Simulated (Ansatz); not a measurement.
Input:

CaTlBr3:
```
CELL_PARAMETERS angstrom
      2.12180    -7.00974     0.00000
      2.12180     7.00974     0.00000
      0.00000     0.00000    10.84297
ATOMIC_POSITIONS crystal
  Ca 0.00000 0.00000 0.00000
  Ca 0.00000 0.00000 0.50000
  Tl 0.25673 0.74327 0.25000
  Tl 0.74327 0.25673 0.75000
  Br 0.63580 0.36420 0.04932
  Br 0.36420 0.63580 0.95068
  Br 0.36420 0.63580 0.54932
  Br 0.63580 0.36420 0.45068
  Br 0.93400 0.06600 0.25000
  Br 0.06600 0.93400 0.75000
```

This is the r²SCAN+D4-relaxed structure.

Task: All from plane-wave PAW r²SCAN+D4 (Ansatz code), unless another level is named. Predict the HSE06 gap on the r²SCAN+D4 cell.

Result: 4.58 eV.

Task: And the gap with spin–orbit coupling?

Result: 3.88 eV.

Task: Predict the band gap.

Result: 4.15 eV (indirect).

Space group Cmcm. The workflow started from a Materials Project entry (that database holds measured and hypothetical structures alike); the Crystallography Open Database copy checked does not list it. Whether it is the stable phase at ambient conditions was not checked. The r²SCAN+D4 relaxation kept the symmetry of its start; whether a distortion lowers the energy is not shown. Spin–orbit coupling is left out wherever it is not named.

Potentials: the later of the program's two PAW sets.
